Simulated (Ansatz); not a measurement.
Relaxed-ion elastic tensor of BN (wurtzite, space group No. 186) in GPa (Voigt order), plane-wave PAW PBEsol (Ansatz code); density 3.51 g/cm³, 5.88 Å³ per atom.

```
 948   139  61.6   0.0   0.0   0.0
 139   948  61.6   0.0   0.0   0.0
61.6  61.6  1050   0.0   0.0   0.0
 0.0   0.0   0.0   333   0.0   0.0
 0.0   0.0   0.0   0.0   333   0.0
 0.0   0.0   0.0   0.0   0.0   405
```

**Question.** Is the crystal mechanically stable?

**Answer.** Yes: the smallest eigenvalue of C is 333 GPa.

**Question.** Work out the Voigt, Reuss and Hill averages.

**Answer.** K_V = 385, K_R = 385, K_H = 385; G_V = 393, G_R = 385, G_H = 389 GPa.

**Question.** Give Young's modulus, Poisson's ratio, Pugh's ratio and the universal anisotropy index.

**Answer.** E = 9KG/(3K + G) = 873 GPa; ν = 0.12; K/G = 0.99 (brittle by the Pugh limit of 1.75); A_U = 5G_V/G_R + K_V/K_R − 6 = 0.10.

**Question.** Estimate the sound speeds and the Debye temperature.

**Answer.** v_l = √((K + 4G/3)/ρ) = 16100 m/s, v_t = √(G/ρ) = 10500 m/s, mean 11500 m/s; Θ = (h/k)(3n/4πV)^(1/3) v_m = 1900 K.

**Question.** How much does each axis shrink under pressure?

**Answer.** Linear compressibilities β_i = Σ_j S_ij (j = 1 to 3): x 0.87, y 0.87, z 0.85 per TPa.

Space group P6_3mc (wurtzite). The PBEsol relaxation kept the symmetry of its start.

Potentials: the later of the program's two PAW sets.
